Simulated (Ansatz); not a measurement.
Input and command of a calculation in Ansatz (plane waves; scalar-relativistic PAW potentials unless the input names others):

```yaml
crystal:
  lattice:
    - [0.0, 3.734325474, 3.734325474]
    - [3.734325474, 0.0, 3.734325474]
    - [3.734325474, 3.734325474, 0.0]
  Atoms:
    - { symbol: In, position: [0.0, 0.0, 0.0] }
    - { symbol: Sb, position: [0.25, 0.25, 0.25] }
    - { symbol: Sb, position: [0.75, 0.75, 0.75] }
    - { symbol: Sb, position: [0.5, 0.5, 0.5] }
basis:
  ecutwfc: 500
kpoints:
  mp_grid: { grid: [10, 10, 10] }
hamiltonian:
  xc: r2scan
scf:
  occupations: { method: gaussian, width: 0.1 }
  max_iter: 100
output:
  forces: true
  eigenvalues: true
  stress: true
```

```bash
ansatz run input.yaml --threads 1 --pin off --max-ram 2560MiB --backend cpu --events-out ev --progress --plain --runs-dir out
```

Q: What is wrong with this input?

A: The program refuses it, because of a misspelt key (the key crystal.atoms typed as Atoms). With the key spelt rightly it is accepted.

Abridged log:
```
Error: YAML parse error: error: line 6 column 3: unknown field `Atoms`, expected one of checkpoint, saddle_side, structure_sha256, lattice, periodic, space_group, setting, atoms, reduce_to_primitive, conventional_axes, supercell, defects, symmetry, host
 --> <input>:6:3
  |
4 |     - [3.734325474, 0.0, 3.734325474]
5 |     - [3.734325474, 3.734325474, 0.0]
6 |   Atoms:
  |   ^ unknown field `Atoms`, expected one of checkpoint, saddle_side, structure_sha256, lattice, periodic, space_group, setting, atoms, reduce_to_primitive, conventional_axes, supercell, defects, symmetry, host
7 |     - { symbol: In, position: [0.0, 0.0, 0.0] }
8 |     - { symbol: Sb, position: [0.25, 0.25, 0.25] }
  |
```